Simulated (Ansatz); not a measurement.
AlTi$_{3}$C$_{2}$O$_{2}$ in space group P6_3/mmc (No. 194; Pearson symbol hP16) at seven volumes, r²SCAN+D4 in the plane-wave PAW code Ansatz, shape and atoms relaxed at each. One row is withheld.

| V (Å³/atom) | P (GPa) |
|---|---|
| 9.182 | 23.24 |
| 9.484 | 14.36 |
| 9.787 | 6.66 |
| 10.090 | 0.01 |
| 10.392 | ? |
| 10.695 | -10.56 |
| 10.998 | -14.70 |

Task: Fit the shown pressures and predict the withheld one.

Result: Third-order Birch–Murnaghan: P = (3/2)B₀(x^(7/2) − x^(5/2))[1 + (3/4)(B′ − 4)(x − 1)] with x = (V₀/V)^(2/3). Least squares on the six rows gives V₀ = 10.092 Å³/atom, B₀ = 203.6 GPa, B′ = 4.02. At V = 10.392, x = 0.9807 and P = -5.62 GPa. The run itself gave -5.69 GPa.

The cell is a constructed one: a structure type filled with these elements; neither database checked (COD, Materials Project) lists it. Its standing as an ambient phase is unchecked. The cell was relaxed with r²SCAN+D4 under the symmetry of its start; its stability against distortions is not shown here. No spin polarisation was allowed.

Potentials: the later of the program's two PAW sets.
